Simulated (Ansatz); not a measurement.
Starting cell, CsPbCl3 (cubic perovskite):

```
CELL_PARAMETERS angstrom
     11.47121     0.00000     0.00000
      5.73560     5.73560     0.00000
      0.00000     0.00000     5.73560
ATOMIC_POSITIONS crystal
  Cs 0.00000 0.00000 0.00000
  Cs 0.50000 0.00000 0.00000
  Pb 0.00000 0.50000 0.50000
  Pb 0.50000 0.50000 0.50000
  Cl 0.75000 0.50000 0.50000
  Cl 0.25000 0.50000 0.50000
  Cl 0.00000 0.50000 0.00000
  Cl 0.50000 0.50000 0.00000
  Cl 0.25000 0.00000 0.50000
  Cl 0.75000 0.00000 0.50000
```

A phonon eigenvector at M = (0.5, 0.5, 0.0) is frozen into this cell: atom i moves by Q times the vector below, so Q is the largest atomic displacement, in Å. The cell is held. (q is in reciprocal vectors of the primitive cell; the cell shown is doubled to hold the pattern.)

| atom | x | y | z |
|---|---|---|---|
| Pb3 | 0.000 | 0.000 | 1.000 |
| Pb4 | 0.000 | 0.000 | -1.000 |
| Cl7 | 0.000 | 0.000 | 0.831 |
| Cl8 | 0.000 | 0.000 | -0.831 |

Atoms not listed stay in place.

These are PBE (plane waves to 420 eV, PAW, scalar-relativistic; Ansatz, an electronic-structure program) values and carry that method's errors. k mesh 6×6×6 (Γ-centred), Fermi-Dirac smearing 0.05 eV. E stands for the smeared free energy. CsPbCl3 was relaxed with its symmetry unable to fall. Spin-orbit coupling is left out, though Pb is heavy. This is a high-temperature form of CsPbCl3. ΔE is measured from the undisplaced structure.

```tsv
Q (Å)	ΔE (meV/cell)
-0.1000	11.8
-0.0833	8.2
-0.0667	withheld
-0.0500	2.9
-0.0333	1.3
-0.0167	0.3
0.0000	0.0
0.0167	0.3
0.0333	1.3
0.0500	2.9
0.0667	withheld
0.0833	8.2
0.1000	11.8
```

Question: Fit an even polynomial form (powers 2, 4) to the given rows and predict ΔE at Q = 0.0667.

Answer: Least squares on the 11 given rows: ΔE = (1169)·Q² + (1206)·Q⁴, in meV/cell with Q in Å; root-mean-square residual 0.02 meV/cell. At 0.0667 the fit gives 5.2 meV/cell; the calculation gives 5.2 meV/cell, the same to the digits shown. The quadratic term alone would give 5.2 meV/cell.

(A displaced cell: forces are minus the slopes of the energy, force constants its curvatures, and phonons follow from these.)
